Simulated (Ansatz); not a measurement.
Crystals of one structure type (zinc blende) and one family of elements, relaxed and computed with DFT-PBE in the program Ansatz with PAW potentials.

```json
[
 {"crystal": "BN", "V (Å³/atom)": "5.95", "highest Γ mode, no LO–TO term (cm⁻¹)": "1026"},
 {"crystal": "BP", "V (Å³/atom)": "11.76", "highest Γ mode, no LO–TO term (cm⁻¹)": "?"},
 {"crystal": "BAs", "V (Å³/atom)": "13.90", "highest Γ mode, no LO–TO term (cm⁻¹)": "677"},
 {"crystal": "AlP", "V (Å³/atom)": "20.88", "highest Γ mode, no LO–TO term (cm⁻¹)": "427"},
 {"crystal": "AlAs", "V (Å³/atom)": "23.50", "highest Γ mode, no LO–TO term (cm⁻¹)": "346"},
 {"crystal": "GaAs", "V (Å³/atom)": "23.70", "highest Γ mode, no LO–TO term (cm⁻¹)": "252"},
 {"crystal": "InP", "V (Å³/atom)": "26.45", "highest Γ mode, no LO–TO term (cm⁻¹)": "284"}
]
```

Q: Fit a straight line to ln ω against ln V and predict the withheld value.

A: Least squares on the 6 shown rows: ln ω = -0.90 × ln V + (8.647), with a scatter of 17 %. For BP this gives 619. The run itself gave 800, outside the scatter: the line misses something about this case.

All cells were relaxed under the symmetry of their starts (and spin orders); stability against distortions was not tested throughout. Scalar-relativistic: spin–orbit coupling is off unless named, which matters more the heavier the elements.

Potentials: the later of the program's two PAW sets.
